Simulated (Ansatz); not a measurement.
All numbers below come from Ansatz 0.2.0, DFT PBE, scalar-relativistic, plane waves, PAW. Settings of the last relaxation (8-atom cell): 420 eV, 8×8×8 k points, Gaussian smearing of 0.10 eV, no spin polarisation.

Formation energies are uncorrected and count from the elements' standard states at the same level.

**Question.** Find a candidate cubic metal that holds Pt and 2 more elements, with a formation energy near −0.27 eV/atom and a density near 3.56 g/cm³, in a cell of 8 atoms.

**Answer.** Na6PtSe, space group Fm-3m (No. 225). Around Na lie 2 Pt at 3.24 Å, 2 Se at 3.24 Å and 8 Na at 3.24 Å; around Pt lie 12 Na at 3.24 Å; Se is surrounded by 12 Na at 3.24 Å.

```xyz
8
Lattice="0.0000 4.5800 4.5800 4.5800 0.0000 4.5800 4.5800 4.5800 0.0000" Properties=species:S:1:pos:R:3 pbc="T T T"
Na    0.0000    2.2900    2.2900
Na    4.5800    2.2900    2.2900
Na    2.2900    0.0000    2.2900
Na    2.2900    4.5800    2.2900
Na    2.2900    2.2900    0.0000
Na    2.2900    2.2900    4.5800
Pt    4.5800    4.5800    4.5800
Se    0.0000    0.0000    0.0000
```

* Volume per atom: 24.02 Å³
* Density: 3.56 g/cm³
* Energy over the elements: −0.27 eV/atom
* Gap on the 8×8×8 mesh of the 8-atom cell: 0 eV (a metal)

The cell was found from a structure generator's guess, not taken from experiment. The answer needn't be unique; the calculation gave this one.

These runs have no spin–orbit coupling, which can matter for Pt. The reference form of Se is held partly by dispersion forces, which this level lacks. Symmetry constrained the relaxation, so the result can be a saddle point.
